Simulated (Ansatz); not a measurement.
**Response of Sb to small distortions**

```yaml
crystal:
  lattice:
    - [0.00000, 2.30500, 2.30500]
    - [2.30500, 0.00000, 2.30500]
    - [2.30500, 2.30500, 0.00000]
  atoms:
    - { symbol: Sb, position: [0.00000, 0.00000, 0.00000] }
```

The cell comes from COD entry 9013009, which wasn't checked; take it as a given geometry.

Spin–orbit coupling is left out, though it moves levels of the heavy atoms by tenths of an eV or more.

These are results of Ansatz 0.2.0, DFT, PBEsol, PAW with Ansatz's default frozen-core files, scalar-relativistic, not measurements.

Sampling and basis: a Γ-centred 12×12×12 k mesh, Fermi–Dirac smearing of 0.05 eV, cutoff 420 eV, no spin polarisation; the PAW files were made with PBE, and the program remakes their frozen cores for this functional.

The unchanged cell is at 5.16 GPa.

In a metal, stresses and small energies carry noise from the k mesh.

x, y and z are the Cartesian axes of the cell as listed; fractional coordinates follow a strain, and an engineering shear is twice the off-diagonal strain component.

Question: One change gave: energy change +0.9 meV/atom; stress change (xx, yy, zz, yz, xz, xy) 0.33, 0.33, 0.33, -0.14, -0.14, -0.14 GPa, compression positive. Which change was it?
A. equal xy, yz and zx engineering shear strains of +2 %
B. equal xy, yz and zx engineering shear strains of -1 %
C. equal xy, yz and zx engineering shear strains of -2 %
D. equal xy, yz and zx engineering shear strains of -3 %
E. equal xy, yz and zx engineering shear strains of +1 %
F. equal xy, yz and zx engineering shear strains of +3 %

Answer: A. For equal xy, yz and zx engineering shear strains of -3 %: energy change +3.5 meV/atom; stress change (xx, yy, zz, yz, xz, xy) 0.59, 0.59, 0.59, 0.34, 0.34, 0.34 GPa, compression positive. For equal xy, yz and zx engineering shear strains of -1 %: energy change +0.5 meV/atom; stress change (xx, yy, zz, yz, xz, xy) 0.10, 0.10, 0.10, 0.17, 0.17, 0.17 GPa, compression positive. For equal xy, yz and zx engineering shear strains of -2 %: energy change +1.6 meV/atom; stress change (xx, yy, zz, yz, xz, xy) 0.35, 0.35, 0.35, 0.26, 0.26, 0.26 GPa, compression positive. For equal xy, yz and zx engineering shear strains of +1 %: energy change +0.2 meV/atom; stress change (xx, yy, zz, yz, xz, xy) 0.11, 0.11, 0.11, -0.05, -0.05, -0.05 GPa, compression positive. For equal xy, yz and zx engineering shear strains of +3 %: energy change +2.0 meV/atom; stress change (xx, yy, zz, yz, xz, xy) 0.51, 0.51, 0.51, -0.31, -0.31, -0.31 GPa, compression positive.
